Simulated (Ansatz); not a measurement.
The relaxed structure here is a generated cell of BP: the first start was made by placing the elements on the sites of a structure type, and the end was not matched to a known phase here, so it may be hypothetical. Known forms of BP include space group No. 216.

A relaxed structure of BP. Space group R3m (No. 160). These are r2SCAN (plane waves to 500 eV, PAW, scalar-relativistic; Ansatz, a quantum-chemistry and plane-wave program) values and carry that method's errors.

Space group R3m, hexagonal axes (No. 160); a = b = 8.9141 Å, c = 3.1512 Å, α = β = 90.00°, γ = 120.00°

```json
[
 {"atom": "B", "site": "9b", "symmetry": ".m", "x": "0.5402", "y": "0.0804", "z": "0.1308"},
 {"atom": "P", "site": "9b", "symmetry": ".m", "x": "0.4160", "y": "0.2080", "z": "0.2403"}
]
```
(The calculation used a cell of 6 atoms; values per cell refer to that cell.)

```json
{
  "volume_per_atom": "12.05 Å³",
  "band_gap": "no gap (metallic)",
  "shortest_distances": "B–P 1.88 Å; B–B 2.98 Å; P–P 2.99 Å",
  "k-mesh": "11×11×11"
}
```

Band energies at high-symmetry points (eV from the Fermi level; labels of this space group; no spin-orbit coupling), from −5 eV up to 4.2 eV:

```
point                                             energies
-----  ---------------------------------------------------
Γ              -2.35 -2.35 -0.17 -0.17 0.22 1.68 2.92 2.92
L                   -4.29 -4.06 -3.68 -1.78 1.36 1.79 3.34
T      -4.51 -4.51 -4.10 -2.81 -2.81 -1.74 -0.46 3.17 3.17
P0       -4.81 -4.81 -4.75 -3.20 -3.20 2.34 2.73 2.73 4.22
P2       -4.81 -4.81 -4.75 -3.20 -3.20 2.34 2.73 2.73 4.22
F       -3.86 -3.79 -2.73 -2.18 -1.90 -0.65 3.00 3.07 3.81
```

No spin polarisation in the result.

The run could not lose the symmetry of its start, so the end can be a saddle point.
